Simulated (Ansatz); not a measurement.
## Quadrupolar parameters in TiO2 at a changed volume

The cell is an entry of the Crystallography Open Database (COD), relaxed with PBE at fixed cell and then changed (volume scaled by 0.96, ions relaxed).

```cif
data_TiO2
_symmetry_space_group_name_H-M 'Pbca'
_symmetry_Int_Tables_number 61
_cell_length_a 5.0755
_cell_length_b 9.0609
_cell_length_c 5.3734
_cell_angle_alpha 90.000
_cell_angle_beta 90.000
_cell_angle_gamma 90.000
loop_
_atom_site_label
_atom_site_type_symbol
_atom_site_symmetry_multiplicity
_atom_site_Wyckoff_symbol
_atom_site_fract_x
_atom_site_fract_y
_atom_site_fract_z
Ti Ti 8 c 0.1385 0.1292 0.9030
O9 O 8 c 0.4623 0.2320 0.8874
O17 O 8 c 0.8122 0.0085 0.8491
```

One atom of each set is listed.

All values are calculated (Ansatz; DFT, PBE, plane waves and PAW, scalar-relativistic, 420 eV cutoff, Γ-centred 5×3×5 k-points, Fermi–Dirac smearing 0.02 eV), not measured.

V_zz is the principal component of the electric field gradient with the largest magnitude, η = (V_xx − V_yy)/V_zz and C_Q = eQV_zz/h.

Ti-49: I = 7/2, Q = 247.0 mb; ¹⁷O: I = 5/2, Q = -25.58 mb. Quadrupole moments are those of Pyykkö's year-2017 table.

**Question.** What field gradients does the calculation give at each kind of site?

**Answer.** 

| site | atoms | first shell | V_xx, V_yy, V_zz (10²¹ V/m²) | η | C_Q (MHz) |
| --- | --- | --- | --- | --- | --- |
| Ti | 8 | 6 O at 1.84–2.03 Å | -0.40, -1.60, 2.00 | 0.60 | 11.9 |
| O9 | 8 | 3 Ti at 1.89–2.03 Å; also 1 Ti at 3.33 Å | 0.16, 2.08, -2.24 | 0.86 | 1.38 |
| O17 | 8 | 3 Ti at 1.84–2.01 Å | -0.039, -1.82, 1.86 | 0.96 | -1.15 |

At this changed cell the PBE pressure is 14 GPa. Where η is near 1 the sign of V_zz means little.

The relaxation (6 steps) took 51 s of wall time (3.2 min of CPU time) and 1.2 GiB at its peak, on 4 threads of Arm Neoverse V2 (aarch64; 8 cores open to the job, memory cap 8.0 GiB, no GPU), a shared host with a load of 1.1 a core.
